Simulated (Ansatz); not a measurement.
**Calculated with Ansatz: SnPN, settings compared**

Input:

```yaml
crystal:
  lattice:
    - [3.613785, 0.0, 0.0]
    - [0.0, 3.613785, 0.0]
    - [0.0, 0.0, 7.650697]
  atoms:
    - { symbol: P, position: [0.0, 0.5, 0.0839] }
    - { symbol: P, position: [0.5, 0.0, 0.9161] }
    - { symbol: Sn, position: [0.0, 0.5, 0.6503] }
    - { symbol: Sn, position: [0.5, 0.0, 0.3497] }
    - { symbol: "N", position: [0.0, 0.5, 0.33] }
    - { symbol: "N", position: [0.5, 0.0, 0.67] }
  symmetry: { tolerance: 0.0003 }
kpoints:
  mp_grid: { grid: [5, 5, 3], shift: [0, 0, 0] }
magnetization:
  spin_polarized: false
scf:
  occupations: { method: gaussian, width: 0.0193 }
hamiltonian:
  pseudopotentials: { kind: paw }
  xc: pbe
basis:
  ecutwfc: 420
output:
  forces: true
  stress: true
  eigenvalues: true
```

Run with:

```bash
ansatz run input.yaml --threads 1 --pin off --max-ram 2560MiB --backend cpu --events-out ev --progress --plain --runs-dir out
```

Origin of the cell: a known structure type with other elements, at an estimated volume, so it need not be a known compound.

Output of this run (shortened):

```
Pseudopotentials: kind: paw
Pseudopotential: P, paw, valence charge 5, recommended cutoff 420 eV (normal), P.paw.azcp
Pseudopotential: Sn, paw, valence charge 14, recommended cutoff 420 eV (normal), Sn.paw.azcp
Pseudopotential: N, paw, valence charge 5, recommended cutoff 420 eV (normal), N.paw.azcp
Functional definition: PBE
  exchange = pbe_x(kappa = kappa, mu = beta*pi^2/3)
  correlation = pbe_c(beta = beta)
Crystal: 6 atoms, lattice volume = 99.914 Å³
Basis set: ecut = 420 eV, 1945 PW (Γ), exchange–correlation on 50×50×108 points (8 copies of the dense FFT grid, shifted against one another)
Bands: 30, of which v1, the nominal top of the filled ones, is band 24 counted from 1 (23 counted from 0)
Symmetry: 16 space group operations
Space group: P4/nmm (ITA 129), of the structure as read, at distance tolerance 1.4e-3 Å
[… 7 lines left out …]
Initial density: superposition of atomic densities (neutral atoms: chi_scale 0, normalization atom), corrected by the library's trained network
Functional: x = pbe(κ = 0.804, μ = 0.219515), c = pbe(β = 0.066725)
SCF iter   1: F=—  HF=-14323.675468 eV  Δρ=6.11e-3  dr2=4.15e-2
SCF iter   2: F=—  HF=-14323.667549 eV  Δρ=2.83e-3  dr2=1.11e-2  defer=17
SCF iter   3: F=—  HF=-14323.665727 eV  Δρ=7.61e-4  dr2=2.31e-3  defer=17
SCF iter   4: F=—  HF=-14323.665425 eV  Δρ=2.66e-4  dr2=4.12e-4  defer=17
SCF iter   5: F=—  HF=-14323.665354 eV  Δρ=8.96e-5  dr2=2.11e-5  defer=17
SCF iter   6: F=—  HF=-14323.665349 eV  Δρ=2.71e-5  dr2=1.52e-6  defer=17
SCF iter   7: F=—  HF=-14323.665349 eV  Δρ=7.27e-6  dr2=1.11e-7  defer=17
SCF iter   8: F=-14323.665349 eV  HF=-14323.665349 eV  Δρ=2.49e-6  dr2=4.19e-9
SCF 1 converged in 8 iterations: F = -14323.665349 eV  dr2 = 4.19e-9
SCF converged after 8 iterations
Free energy (F): -14323.665349 eV
Harris-Foulkes:  -14323.665349 eV  (|F-HF|=2.62e-9)
Internal energy: -14323.663759 eV  (E = F + TS)
E sigma→0 (E₀):  -14323.664554 eV
Entropy (-TS):   -0.001590 eV (-0.265 meV/atom)
Fermi energy:    10.373934 eV
--- Per-component energies (eV) ---
  E_band       = -115.630481
  E_kinetic    = 759.537342
  E_local      = -2671.307368  (includes V_loc(G=0)·N_el)
  E_nonlocal   = 93.801806
  E_hartree    = 1458.477323
  E_xc         = -1006.461222
  E_vxc        = -463.387798  (∫ρ·V_xc dr)
  E_paw        = -9657.426194  (= ΣΔE_a)
  E_vpaw       = -751.229480  (= ΣTr[D̂ρ^β])
  E_aug_tail   = 0.000176  (compensation charges beyond the density's cutoff)
  E_ewald      = -3300.285621
  E_smearing   = -0.001590  (= −TS)
  Σ components = -14323.665349   (vs F -14323.665349, Δ=0.00e0)
--- Forces (eV/Å), atoms counted from 1 ---
  atom   1  P      0.000000     0.000000     0.162076
  atom   2  P      0.000000     0.000000    -0.162076
  atom   3  Sn     0.000000     0.000000     0.603111
  atom   4  Sn     0.000000     0.000000    -0.603111
  atom   5  N      0.000000     0.000000    -1.157896
  atom   6  N      0.000000     0.000000     1.157896
  max |Σ_I F_I| component: 2.22e-16 eV/Å
--- Stress (GPa, compression-positive) ---
        3.680796       0.000000       0.000000
        0.000000       3.680796       0.000000
        0.000000       0.000000     -11.922016
  P = ⅓ Tr σ = -1.5201 GPa (-15.201 kbar)
```

The same input was run again with these changes:

1. `scf.occupations.width` 0.0193 → default; `scf.occupations.method` gaussian → tetrahedron_uncorrected
2. `accuracy` default → medium
3. `kpoints.mp_grid.grid` [5, 5, 3] → [3, 3, 2]
4. `hamiltonian.dispersion` default → d3bj

```json
{"run": "base", "end": "converged", "SCF iterations": "8", "P (GPa)": "-1.52", "max force component (eV/Å)": "1.158", "moment (μB)": "–", "ΔE(σ→0) (meV/atom)": "0"}
{"run": "1", "end": "converged", "SCF iterations": "8", "P (GPa)": "-0.82", "max force component (eV/Å)": "1.226", "moment (μB)": "–", "ΔE(σ→0) (meV/atom)": "20.18"}
{"run": "2", "end": "converged", "SCF iterations": "8", "P (GPa)": "-1.52", "max force component (eV/Å)": "1.158", "moment (μB)": "–", "ΔE(σ→0) (meV/atom)": "0.00"}
{"run": "3", "end": "converged", "SCF iterations": "7", "P (GPa)": "-2.22", "max force component (eV/Å)": "0.832", "moment (μB)": "–", "ΔE(σ→0) (meV/atom)": "-26.96"}
{"run": "4", "end": "converged", "SCF iterations": "8", "P (GPa)": "-4.56", "max force component (eV/Å)": "1.161", "moment (μB)": "–", "ΔE(σ→0) (meV/atom)": "–"}
```

Energies are compared only where functional, datasets, charge and starting cell are the same.

Not properties of the system: run 3 (too coarse or loose: `kpoints.mp_grid.grid` = [3, 3, 2]).

Caveats of the base run: no spin, though holes on the anions or broken bonds may carry moments; the k mesh is coarse if the cell is a metal.

Time of the base run: 2.8 s on 1 thread of Arm Neoverse V1, on a shared host, peak memory 0.34 GiB, from the program's own first density.
